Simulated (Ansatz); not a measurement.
Method: DFT PBE, scalar-relativistic, plane waves, PAW (Ansatz 0.2.0). All cells share a 420 eV cutoff and Γ-centred k meshes spaced at most about 0.3 Å⁻¹ (2π included). No spin polarisation in the final relaxations.

These are static total energies at zero pressure. All come from trial cells, and lower structures may exist.

Question: Order these relaxed structures of BaBe5H10 by energy, lowest first, with the energy over the lowest of them.
1.

```xyz
16
Lattice="5.5441 0.0000 0.0000 0.0000 5.5441 0.0000 0.0000 0.0000 4.2863" Properties=species:S:1:pos:R:3 pbc="T T T"
Ba    2.7720    2.7720    0.0000
Be    0.0000    1.5023    2.4192
Be    1.5023    0.0000    1.8672
Be    4.0418    0.0000    1.8672
Be    0.0000    4.0418    2.4192
Be    0.0000    0.0000    0.0000
H     1.4998    1.4998    2.1432
H     4.0443    1.4998    2.1432
H     0.0000    2.7720    1.6394
H     0.0000    1.5097    3.8797
H     2.7720    0.0000    2.6469
H     1.4998    4.0443    2.1432
H     1.5097    0.0000    0.4066
H     4.0443    4.0443    2.1432
H     4.0343    0.0000    0.4066
H     0.0000    4.0343    3.8797
```

2.

```xyz
16
Lattice="4.4622 0.0000 0.0000 0.0000 4.9427 0.0000 -1.5050 0.0000 6.6333" Properties=species:S:1:pos:R:3 pbc="T T T"
Ba    3.1004    2.4713    4.1316
Be    1.7020    0.0000    1.8874
Be    2.4254    3.7746    0.0476
Be    2.4254    1.1681    0.0476
Be    0.6538    0.0000    4.5238
Be    0.2441    0.0000    0.2720
H     2.4141    3.7101    1.6630
H     2.4141    1.2326    1.6630
H     1.6730    0.0000    3.3933
H     0.2649    0.0000    1.6961
H     0.2023    2.4713    6.5999
H     0.9556    3.6204    4.9889
H     2.4388    3.7398    6.5592
H     0.9556    1.3222    4.9889
H     2.4388    1.2029    6.5592
H    -0.6503    0.0000    4.0446
```

Answer: 2 (0 meV/atom), 1 (37 meV/atom). Forms: 2 Pm; 1 P-4m2. Counting H atoms around Ba and Be (those within 1.25 times the shortest such distance or 1.15 times the sum of covalent radii; a plus sign parts nearer from farther groups; a slash parts the counts of unlike sites): cell 2 has Ba 13, Be 3/4; cell 1 has Ba 8+12, Be 4.

With hydrogen, zero-point motion can shift such differences by 10 meV/atom or more. Cells relaxed within their symmetry can be saddle points. The Pm cell of BaBe5H10 came from shaking the P-4m2 one. Some types were kept out of the candidates beforehand, so the set may lack a known form.
